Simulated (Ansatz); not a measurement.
BaC$_{2}$ in space group R-3m (No. 166; Ba on 3a, C on 6c) at seven volumes, the program Ansatz at the r²SCAN level (PAW), shape and atoms relaxed at each. One row is withheld.

| V (Å³/atom) | P (GPa) |
|---|---|
| 17.572 | ? |
| 18.152 | 3.54 |
| 18.731 | 1.63 |
| 19.310 | 0.00 |
| 19.890 | -1.38 |
| 20.469 | -2.56 |
| 21.048 | -3.55 |

### Question
Fit the shown pressures and predict the withheld one.

### Answer
P = (3/2)B₀(x^(7/2) − x^(5/2))[1 + (3/4)(B′ − 4)(x − 1)] with x = (V₀/V)^(2/3). Least squares on the six rows gives V₀ = 19.311 Å³/atom, B₀ = 49.9 GPa, B′ = 4.43. At V = 17.572, x = 1.0649 and P = 5.81 GPa. The run itself gave 5.80 GPa.

The workflow started from a Materials Project entry (that database holds measured and hypothetical structures alike); the Crystallography Open Database copy checked does not list it. Its standing as an ambient phase is unchecked. The r²SCAN relaxation kept the symmetry of its start; phonons on a q-mesh show no instability. Scalar-relativistic: spin–orbit coupling is off unless named, which matters more the heavier the elements.

Potentials: the later of the program's two PAW sets.
